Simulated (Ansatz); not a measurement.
Start of a relaxation of PtAuC₄N₄:

```yaml
crystal:
  lattice:
    - [5.88262, 0.00000, 0.00000]
    - [0.00000, 5.88262, 0.00000]
    - [0.00000, 0.00000, 5.88262]
  atoms:
    - { symbol: Pt, position: [0.00000, 0.00000, 0.00000] }
    - { symbol: C, position: [0.18814, 0.18814, 0.18814] }
    - { symbol: C, position: [0.18814, 0.81186, 0.81186] }
    - { symbol: C, position: [0.81186, 0.18814, 0.81186] }
    - { symbol: C, position: [0.81186, 0.81186, 0.18814] }
    - { symbol: Au, position: [0.50000, 0.50000, 0.50000] }
    - { symbol: N, position: [0.30297, 0.30297, 0.30297] }
    - { symbol: N, position: [0.30297, 0.69703, 0.69703] }
    - { symbol: N, position: [0.69703, 0.30297, 0.69703] }
    - { symbol: N, position: [0.69703, 0.69703, 0.30297] }
```

These are results of DFT PBE, scalar-relativistic, plane waves, PAW in Ansatz 0.2.0, not measurements. Cutoff 420 eV, Gaussian smearing, Γ-centred meshes. Cell and atoms relax first on a coarse mesh and then on a finer one. In between, the cell is made exact in the group found at 0.06 Å. In metals the finer mesh still leaves noise of several meV/atom or more. The steps can't lower the symmetry of their start. Collinear spin is switched on along the way, since trial moments persisted in a coarse test.

A guess keeps its type if space group and coordination stay and the shape of the cell changes little (axis ratios within about 15 %, angles within 6°); the volume may change.

Task: Does it keep its structure type, or change into something else?

Result: It keeps its type. The symmetry stays P-43m (No. 215). The volume per atom grows by 14.0 %, from 20.4 to 23.2 Å³. The shortest distance stays 1.17 Å (C–N). Counting neighbours within 15 % of an atom's shortest distance, the start has Au 4, C 1, N 1, Pt 4 and the end Au 4, C 1, N 1, Pt 4.

Formation energies are uncorrected and refer to the elements' standard structures at the same level (N₂ as a molecule).

Task: At what energy does it end?

Result: +0.88 eV/atom. It can't be a ground state, since the elements alone are lower.

The last run used collinear spin, a 6×6×6 mesh for its 10-atom cell and Gaussian smearing of 0.10 eV. These runs have no spin–orbit coupling, which can matter for Au and Pt. The reference form of C is held partly by dispersion forces, which this level lacks. The magnetic state reached may not be the lowest. A structure relaxed within its symmetry needn't be a true minimum.
